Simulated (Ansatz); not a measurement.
Frames from the relaxation of a relaxed ZrS2 cell, doubled along one cell vector, shaken by Gaussian noise of σ = 0.08 Å a coordinate, as extended XYZ (Å, eV, eV/Å, GPa with compression positive). Calculation: r2SCAN (plane waves to 500 eV, PAW, scalar-relativistic; Ansatz, a program for electronic structure). Γ-centred k-mesh 7×4×4 on the run's cell (coarser than for final values), Fermi–Dirac smearing 0.05 eV.

```xyz
6
Lattice="3.6910 0.0000 0.0000 -3.6910 6.3931 0.0000 0.0000 0.0000 6.0973" Properties=species:S:1:pos:R:3:forces:R:3 pbc="T T T" step=1 free_energy=-12023.296 pressure=3.5 accepted=T
Zr    -0.2882     0.0085    -0.0619    1.8543    0.2435    1.9770
Zr    -1.8072     3.2403    -0.1102   -0.1341   -0.4209    2.3011
S     -0.2597     1.9367     1.5306    0.3563    1.1926   -0.7867
S     -1.8012     5.3147     1.4710   -0.6779   -0.5903   -0.2403
S      1.8669     1.1313     4.7351   -1.5750    0.1357   -2.0128
S     -0.0405     4.3127     4.7221    0.1763   -0.5606   -1.2385
6
Lattice="3.6603 0.0099 0.0053 -3.6432 6.3289 0.0340 0.0087 0.0374 6.1924" Properties=species:S:1:pos:R:3:forces:R:3 pbc="T T T" step=3 free_energy=-12024.077 pressure=1.2 accepted=T
Zr    -0.0820    -0.0066     0.0144    0.0088   -0.0007    0.0070
Zr    -1.8992     3.1579     0.0332   -0.0120    0.0018   -0.0007
S     -0.0737     2.0987     1.4731   -0.0008   -0.0107    0.0875
S     -1.8944     5.2627     1.4894   -0.0081    0.0006    0.0891
S      1.7607     1.1005     4.7725    0.0023    0.0059   -0.0889
S     -0.0618     4.2648     4.7904    0.0098    0.0030   -0.0940
6
Lattice="3.7065 -0.0034 0.0011 -3.7124 6.4194 0.0170 0.0018 0.0172 6.1113" Properties=species:S:1:pos:R:3:forces:R:3 pbc="T T T" step=4 free_energy=-12024.084 pressure=-1.1 accepted=T
Zr    -0.0817    -0.0065     0.0152    0.0030    0.0021    0.0011
Zr    -1.9377     3.2033     0.0238    0.0020   -0.0010    0.0038
S     -0.0851     2.1274     1.4654    0.0074    0.0118   -0.1608
S     -1.9413     5.3386     1.4738    0.0078   -0.0023   -0.1590
S      1.7759     1.0828     4.6865   -0.0117   -0.0026    0.1551
S     -0.0809     4.2926     4.6946   -0.0085   -0.0081    0.1597
```

The path has 7 moves and ends in P-3m1 (No. 164) (CdI2 type), 0.13 eV/atom below its start. Free energies are of the whole cell and compare only within this code, potentials and settings.  No spin polarisation in the result. Without a van der Waals term the distances between weakly bound units are poorly fixed.
